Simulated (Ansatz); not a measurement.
The cell comes from COD entry 4313206, which wasn't checked; take it as a given geometry. The listed cell was then made from it by scaling, straining or moving an atom.

An input for Al: DFT, r2SCAN, PAW with Ansatz's default frozen-core files, scalar-relativistic (Ansatz 0.2.0). The PAW files were made with PBE; their cores are remade for this functional.

```yaml
crystal:
  lattice:
    - [0.0, 2.0506143701, 2.0506143701]
    - [2.0506143701, 0.0, 2.0506143701]
    - [2.0506143701, 2.0506143701, 0.0]
  atoms:
    - { symbol: Al, position: [0.0, 0.0, 0.0] }
kpoints:
  mp_grid: { grid: [17, 17, 17] }
scf:
  occupations: { method: fermi_dirac, width: 0.03 }
hamiltonian:
  xc: r2scan
  pseudopotentials: { kind: paw }
output:
  forces: true
  stress: true
  eigenvalues: true
  efg: { contact_densities: true }
```

Set-up and iterations as logged by Ansatz (the results part is left out, to be predicted):

```
Engine: ansatz 0.2.0
Pseudopotentials: kind: paw
Pseudopotential: Al, paw, valence charge 3, recommended cutoff 500 eV (meta_gga)
Functional definition: r2SCAN
  parameter k0 = 0.174
  parameter k1 = 0.065
  parameter a1 = 4.9479
  exchange = r2scan_x(k0 = k0, k1 = k1, a1 = a1)
  correlation = r2scan_c
Crystal: 1 atoms, lattice volume = 17.246 Å³
Basis set: ecut = 500 eV, 411 PW (Γ), exchange–correlation on 96×96×96 points (64 copies of the dense FFT grid, shifted against one another)
Bands: 6, of which v1, the nominal top of the filled ones, is band 2 counted from 1 (1 counted from 0)
Symmetry: 48 space group operations
Space group: Fm-3m (ITA 225), of the structure as read, at distance tolerance 2.6e-5 Å
k-points: 165 of 4913
Non-local potential: Al, projectors of the file, l = 0: 2, l = 1: 2, l = 2: 1
PAW form: soft (Blöchl's): semilocal exchange-correlation on the pseudo side does not see the compensation charge
PAW frozen core: Al, regenerated for the run's functional (the file was generated under x = pbe(κ = 0.804, μ = 0.2195149727645171), c = pbe(β = 0.06672455060314922))
PAW one-centre angular grid: Al, 302 points (default); XC on 160 Gauss nodes
Initial density: superposition of atomic densities (neutral atoms: chi_scale 0, normalization atom), corrected by the library's trained network
Initial wavefunctions: pseudopotential atomic-orbital guess
Functional: x = r2scan, c = r2scan; τ floored in thin density (d = 2e-4 eV/Å³)
SCF iter   1: F=—  HF=-540.377857 eV  |F-HF|=—  |Δ(HF+E_count)|=         —  Δρ=3.59e-3  dr2=2.57e-3  dr2_τ=3.56e-3  ethr=1.77e-3  ⟨swp⟩=5.0  Hψ=8907  notcnv=0
SCF iter   2: F=—  HF=-540.385886 eV  |F-HF|=—  |Δ(HF+E_count)|=   8.03e-3  Δρ=2.33e-3  dr2=1.07e-3  dr2_τ=2.80e-6  ethr=8.56e-5  ⟨swp⟩=2.4  Hψ=3226  notcnv=0  defer=75
SCF iter   3: F=—  HF=-540.385841 eV  |F-HF|=—  |Δ(HF+E_count)|=   4.46e-5  Δρ=8.65e-4  dr2=1.39e-4  dr2_τ=4.97e-7  ethr=3.57e-5  ⟨swp⟩=2.0  Hψ=1422  notcnv=0  defer=75
SCF iter   4: F=—  HF=-540.385843 eV  |F-HF|=—  |Δ(HF+E_count)|=   1.65e-6  Δρ=2.59e-4  dr2=1.17e-5  dr2_τ=1.91e-8  ethr=4.64e-6  ⟨swp⟩=1.0  Hψ=915  notcnv=0  defer=75
SCF iter   5: F=—  HF=-540.385844 eV  |F-HF|=—  |Δ(HF+E_count)|=   1.29e-6  Δρ=4.50e-5  dr2=3.43e-7  dr2_τ=4.16e-10  ethr=3.89e-7  ⟨swp⟩=1.0  Hψ=915  notcnv=0  defer=75
SCF iter   6: F=-540.385844 eV  HF=-540.385844 eV  |F-HF|=1.03e-9  |Δ(HF+E_count)|=   5.36e-8  Δρ=4.97e-6  dr2=4.38e-9  dr2_τ=6.06e-12  ethr=3.33e-9  ⟨swp⟩=5.9  Hψ=5047  notcnv=0
```

What pressure will this run report?

-6.19 GPa (positive in compression).
